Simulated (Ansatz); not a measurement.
**Eigenvalues along a path: Na (diamond type)**

```xyz
2
Lattice="0.0000 3.3781 3.3781 3.3781 0.0000 3.3781 3.3781 3.3781 0.0000" Properties=species:S:1:pos:R:3 pbc="T T T"
Na   -0.8445   -0.8445   -0.8445
Na    0.8445    0.8445    0.8445
```

The cell comes from a relaxation on PAW files under the same functional, begun from a prototype that needn't be the stable phase.

Computed with Ansatz 0.2.0; functional LDA, scalar-relativistic. Settings: a Γ-centred 10×10×10 k mesh, Fermi–Dirac smearing of 0.08 eV, no spin polarisation. Methods: PAW: frozen-core files, cutoff 420 eV.

This run: volume at 0.8 of the series' base cell.

The PAW files were made under PBE.

Path points, in fractions of the reciprocal vectors: Γ (0.000, 0.000, 0.000), X (0.500, 0.000, 0.500), U (0.625, 0.250, 0.625), K (0.375, 0.375, 0.750), L (0.500, 0.500, 0.500), W (0.500, 0.250, 0.750). The distance column jumps between branches of the path. Levels in eV from the Fermi level; bands 9 to 11, counted from the lowest band of the run. The gap is zero, the pressure 1.20 GPa.

```
# k(1/Å) point b9 b10 b11
0.000 Γ -3.23 5.65 5.65
0.116 - -3.18 5.10 5.10
0.232 - -3.02 4.53 4.53
0.349 - -2.75 4.04 4.04
0.465 - -2.39 3.64 3.64
0.581 - -1.92 2.83 3.32
0.697 - -1.35 1.84 3.10
0.814 - -0.69 0.91 2.97
0.930 X 0.07 0.07 2.92
0.971 - 0.07 0.07 2.75
1.012 - 0.09 0.09 2.44
1.053 - 0.12 0.12 2.10
1.094 - 0.16 0.17 1.77
1.135 - 0.21 0.22 1.44
1.177 - 0.26 0.29 1.13
1.218 - 0.31 0.37 0.85
1.259 U 0.29 0.47 0.67
1.828 K 0.29 0.47 0.67
1.952 - -0.40 0.82 0.86
2.075 - -1.13 1.28 1.31
2.198 - -1.76 1.85 1.87
2.321 - -2.29 2.51 2.54
2.445 - -2.70 3.26 3.29
2.568 - -2.99 4.08 4.11
2.691 - -3.17 4.94 4.97
2.815 Γ -3.23 5.65 5.65
2.915 - -3.19 4.95 5.43
3.016 - -3.07 4.04 5.19
3.117 - -2.87 3.12 5.00
3.217 - -2.60 2.24 4.87
3.318 - -2.25 1.41 4.80
3.419 - -1.82 0.63 4.79
3.519 - -1.33 -0.06 4.82
3.620 L -0.91 -0.56 4.85
3.702 - -0.88 -0.53 4.49
3.784 - -0.80 -0.46 3.90
3.867 - -0.67 -0.34 3.30
3.949 - -0.49 -0.17 2.72
4.031 - -0.26 0.05 2.17
4.113 - 0.03 0.31 1.66
4.195 - 0.36 0.61 1.21
4.278 W 0.70 0.70 1.05
4.336 - 0.62 0.62 1.15
4.394 - 0.49 0.49 1.35
4.452 - 0.37 0.37 1.60
4.510 - 0.26 0.26 1.87
4.568 - 0.17 0.17 2.16
4.626 - 0.11 0.11 2.46
4.685 - 0.08 0.08 2.76
4.743 X 0.07 0.07 2.92
```
